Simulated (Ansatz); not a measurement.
Polymorphs of TePt, each relaxed with the program Ansatz at the PBE level (PAW):

A: Pmma
a = 3.610 Å, b = 3.537 Å, c = 7.853 Å, α = β = γ = 90.00°

| atom | site | symmetry | x | y | z |
|---|---|---|---|---|---|
| Pt | 2e | mm2 | 0.7500 | 0.0000 | 0.1374 |
| Te | 2f | mm2 | 0.2500 | 0.5000 | 0.2656 |

B: Cmcm
a = 3.9941 Å, b = 10.7583 Å, c = 3.9295 Å, α = β = γ = 90.00°

```json
[
 {"atom": "Te", "site": "4c", "symmetry": "m2m", "x": "0.0000", "y": "0.6441", "z": "0.2500"},
 {"atom": "Pt", "site": "4c", "symmetry": "m2m", "x": "0.0000", "y": "0.1037", "z": "0.7500"}
]
```

C: CsCl type (Pm-3m)
a = b = c = 3.4423 Å, α = β = γ = 90.00°

```json
[
 {"atom": "Pt", "site": "1a", "symmetry": "m-3m", "x": "0.0000", "y": "0.0000", "z": "0.0000"},
 {"atom": "Te", "site": "1b", "symmetry": "m-3m", "x": "0.5000", "y": "0.5000", "z": "0.5000"}
]
```

**Question.** Order them by energy per atom at 0 K (lowest first) at the level PBE.

**Answer.** B (+0 meV/atom), A (+50 meV/atom), C (+291 meV/atom)

Typed or built starts, not in the databases checked: A; B; C. All cells were relaxed under the symmetry of their starts (and spin orders); stability against distortions was not tested throughout. Rows with no word on spin ran without spin polarisation. Scalar-relativistic: spin–orbit coupling is off unless named, which matters more the heavier the elements.

Energies hold the estimated change up to a 700 eV cutoff; steps of a few meV lie near the error of the meshes.

Potentials: the earlier of the program's two PAW sets.
